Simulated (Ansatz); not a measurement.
ZrTa:
```
ZrTa
1.0
    4.65646     0.00000     0.00000
    0.00000     3.56954     0.00000
    0.00000     0.00000     4.97073
Ta Zr
2 2
Direct
  0.25000   0.00000   0.81293
  0.75000   0.00000   0.18707
  0.25000   0.50000   0.27872
  0.75000   0.50000   0.72128
```

Relaxed with r²SCAN.

Q: Give the Bader charges and basin volumes of the independent atoms, plane-wave PAW r²SCAN (Ansatz code).

A: 

```tsv
atom	Bader charge (e)	Bader volume (Å³)
Ta1	-0.91	24.8
Zr3	+0.91	16.5
```

Space group Pmma. The start of the workflow was typed in or built on a structure type; neither database checked (COD, Materials Project) lists it. Whether it is the stable phase at ambient conditions was not checked. The r²SCAN relaxation kept the symmetry of its start; whether a distortion lowers the energy is not shown. No spin polarisation was allowed. Its formation energy is positive at this level, so the cell may be metastable or incomplete. Spin–orbit coupling is left out wherever it is not named.

Potentials: the later of the program's two PAW sets.
